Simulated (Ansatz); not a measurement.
AgI in space group P6_3mc (No. 186; Ag on 2a, Ag on 2b, I on 2a, I on 2b), LDA in the plane-wave PAW code Ansatz. The conduction-band minimum lies at Γ, with 1 equivalent valley. Second derivatives d²E/dk² of the lowest band at one valley (eV·Å²), along Cartesian directions:

| direction | d²E/dk² |
|---|---|
| [100] | 38.55 |
| [010] | 38.55 |
| [001] | 50.14 |
| [110] | 38.55 |
| [101] | 44.37 |
| [011] | 44.37 |

Problem. Find the principal effective masses, the density-of-states mass and the conductivity mass.

Solution. Off-diagonal terms follow from H_xy = H[110] − (H_xx + H_yy)/2, and m*/mₑ = 7.620 eV·Å² over each eigenvalue: 0.15, 0.20, 0.20. One valley's DOS mass (m₁m₂m₃)^(1/3) = 0.18, conductivity mass 3/(Σ 1/mᵢ) = 0.18 mₑ.

Problem. What effective density of states Nc follows at 300 K for parabolic valleys?

Solution. Nc = 2.509e19 × 1 × (0.18)^(3/2) ≈ 1.9e18 cm⁻³.

The first step of the workflow began from a Materials Project structure, measured or hypothetical. Its sites differ from those of the usual phase in this space group: another stacking or structure type. The LDA relaxation kept the symmetry of its start; its stability against distortions is not shown here. No spin polarisation was allowed. A crystal of weakly bound layers computed without a dispersion correction: the cell and the soft elastic constants depend strongly on that. Spin–orbit coupling is left out wherever it is not named.

Potentials: the earlier of the program's two PAW sets. The files were generated under PBE; for other functionals the program regenerates the frozen cores, and for LDA and PBEsol the local potential too.

Edges and masses are those of Kohn–Sham bands, whose gap is no quasiparticle gap.
